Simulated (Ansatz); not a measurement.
Task: Each is relaxed and computed with PBEsol (plane waves, PAW; program Ansatz). Which is the only metal?
A) SiO2, rutile
B) SiGe, wurtzite
C) SiC, Pnma (Si on 4c, C on 4c)
D) CoSi, P2_13 (Co on 4a, Si on 4a)

Result: D, CoSi, P2_13 (Co on 4a, Si on 4a). CoSi: metal; SiC: gap 2.49 eV (indirect); SiGe: gap 0.35 eV (indirect); SiO2: gap 5.35 eV (direct). Typed or built starts, not in the databases checked: SiC, Pnma (Si on 4c, C on 4c). Not the usual ambient phase: SiC, Pnma (Si on 4c, C on 4c); SiO2, rutile. Standing as an ambient phase not checked: SiGe, wurtzite. All cells were relaxed under the symmetry of their starts (and spin orders); stability against distortions was not tested throughout. Rows with no word on spin ran without spin polarisation. Scalar-relativistic: spin–orbit coupling is off unless named, which matters more the heavier the elements.

Potentials: the later of the program's two PAW sets.
